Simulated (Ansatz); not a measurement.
A trial structure of CaGa₂O₂ was built thus: ordered mixture with vacancies on the cation sites of cuprite (C2/m, No. 12) (occupants of the shared sites, in ratio, Ga: 2, Ca: 1, vacant: 1). Its size is a rough estimate.

```
Ca Ga O
1.0
     3.35281   -3.35281    0.00000
     3.35281    3.35281    0.00000
     0.00000    0.00000    4.74159
Ca Ga O
1 2 2
Direct
  0.50000 0.50000 0.50000
  0.50000 0.00000 0.00000
  0.00000 0.50000 0.00000
  0.75000 0.75000 0.75000
  0.25000 0.25000 0.25000
```

The calculation used DFT PBE, scalar-relativistic, plane waves, PAW (Ansatz 0.2.0). Cutoff 420 eV, Gaussian smearing, Γ-centred meshes. Cell and atoms relax first on a coarse mesh and then on a finer one. In between, the cell is made exact in the group found at 0.06 Å. In metals the finer mesh still leaves noise of several meV/atom or more. The steps can't lower the symmetry of their start. No spin polarisation in the relaxation; trial moments died out in a coarse test.

A guess keeps its type if space group and coordination stay and the shape of the cell changes little (axis ratios within about 15 %, angles within 6°); the volume may change.

**Question.** Does it keep its structure type, or change into something else?

**Answer.** It doesn't keep its type. The symmetry goes from C2/m (No. 12) to Cmmm (No. 65). The volume per atom shrinks by 2.3 %, from 21.3 to 20.8 Å³. The shortest distance goes from 2.05 Å (Ca–O and Ga–O) to 2.04 Å (Ga–O). Counting neighbours within 15 % of an atom's shortest distance, the start has Ca 2, Ga 2, O 3 and the end Ca 4, Ga 2, O 4. In detail, at the end around Ca lie 4 O at 2.31 Å and 8 Ga at 3.25 Å; Ga is surrounded by 2 O at 2.04 Å and 4 Ca at 3.25 Å; around O lie 2 Ga at 2.04 Å and 2 Ca at 2.31 Å.

Space group Cmmm (No. 65). a = 7.513 Å, b = 8.040 Å, c = 3.450 Å, α = 90.00°, β = 90.00°, γ = 90.00°
| atom | site | symmetry | x | y | z |
| --- | --- | --- | --- | --- | --- |
| Ca | 2c | mmm | 0.5000 | 0.0000 | 0.5000 |
| Ga | 4e | ..2/m | 0.2500 | 0.7500 | 0.0000 |
| O | 4g | 2mm | 0.7051 | 0.0000 | 0.0000 |

The last run used an 8×8×10 mesh (in the run's order of axes) for its 5-atom cell and Gaussian smearing of 0.10 eV. A structure relaxed within its symmetry needn't be a true minimum.
